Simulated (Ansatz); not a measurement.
SrAlO$_{2}$F in space group P4/mmm (No. 123; Sr on 1d, Al on 1a, O on 2f, F on 1b), the program Ansatz at the r²SCAN level (PAW). The conduction-band minimum lies at Γ, with 1 equivalent valley. Second derivatives d²E/dk² of the lowest band at one valley (eV·Å²), along Cartesian directions:

```json
[
 {"direction": "[100]", "d²E/dk²": "15.76"},
 {"direction": "[010]", "d²E/dk²": "15.76"},
 {"direction": "[001]", "d²E/dk²": "16.74"},
 {"direction": "[110]", "d²E/dk²": "15.76"},
 {"direction": "[101]", "d²E/dk²": "16.25"},
 {"direction": "[011]", "d²E/dk²": "16.25"}
]
```

**Question.** Find the principal effective masses, the density-of-states mass and the conductivity mass.

**Answer.** Off-diagonal terms follow from H_xy = H[110] − (H_xx + H_yy)/2, and m*/mₑ = 7.620 eV·Å² over each eigenvalue: 0.46, 0.48, 0.48. One valley's DOS mass (m₁m₂m₃)^(1/3) = 0.47, conductivity mass 3/(Σ 1/mᵢ) = 0.47 mₑ.

**Question.** What effective density of states Nc follows at 300 K for parabolic valleys?

**Answer.** Nc = 2.509e19 × 1 × (0.47)^(3/2) ≈ 8.1e18 cm⁻³.

The start of the workflow was typed in or built on a structure type; neither database checked (COD, Materials Project) lists it. Whether it is the stable phase at ambient conditions was not checked. Symmetry was held in the r²SCAN relaxation; whether a distortion lowers the energy is not shown. Spin–orbit coupling is left out wherever it is not named.

Potentials: the earlier of the program's two PAW sets. The files were generated under PBE; for other functionals the program regenerates the frozen cores, and for LDA and PBEsol the local potential too.

Edges and masses are those of Kohn–Sham bands, whose gap is no quasiparticle gap.
